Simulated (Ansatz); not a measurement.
# InPt3: frozen-core PAW against all-electron methods

```
In Pt
1.0
     3.98800    0.00000    0.00000
     0.00000    3.98800    0.00000
     0.00000    0.00000    4.02788
In Pt
1 3
Direct
  0.00000 0.00000 0.00000
  0.50000 0.50000 0.00000
  0.00000 0.50000 0.50000
  0.50000 0.00000 0.50000
```

Atoms are numbered in the order listed.

The cell is COD entry 9009698, as deposited and not checked against the literature; nothing was relaxed. The listed cell was then made from it by scaling, straining or moving an atom.

Spin polarisation is left out, and whether a magnetic state lies lower isn't shown here.

No spin–orbit coupling, which matters for the heavy atoms here.

All numbers are computed: DFT, PBEsol, PAW with Ansatz's default frozen-core files, scalar-relativistic (Ansatz 0.2.0); DFT, PBEsol, all-electron PAW with datasets made for the crystal, scalar-relativistic (Ansatz 0.2.0); DFT, PBEsol, all-electron LAPW, scalar-relativistic (Ansatz 0.2.0).

For PAW: a Γ-centred 10×10×10 k mesh, Fermi–Dirac smearing of 0.05 eV, cutoff 420 eV, no spin polarisation; the PAW files were made with PBE, and the program remakes their frozen cores for this functional. The crystal-made all-electron datasets (AE datasets) take a cutoff of 260 eV at this cell. LAPW targets a basis error of 0.5 meV/atom. The Ansatz runs share mesh, smearing and spin set-up. Plane-wave (PAW) pressures include the program's estimate of the Pulay term.

Stress and pressure are positive in compression.

Spin–orbit coupling is left out, which moves gradients at and beside heavy atoms by some per cent and at worst by a factor of two.

In a metal, gradients converge slowly with the k mesh: the values move by tens of per cent from one mesh to another, at times in sign, so only the comparison on one mesh counts.

| quantity | PAW | AE datasets | LAPW |
| --- | --- | --- | --- |
| pressure (GPa) | -1.39 | -1.40 | -1.40 |
| stress xx (GPa) | -0.99 | -1.00 | -1.00 |
| stress zz (GPa) | -2.20 | -2.20 | -2.20 |
| largest principal field gradient Vzz at Pt2 (10²¹ V/m²) | -9.15 | -9.42 | – |
| largest principal field gradient Vzz at Pt3 (10²¹ V/m²) | -9.29 | -9.57 | – |

PAW's pressure differs from the LAPW value by about 0.01 GPa or less.
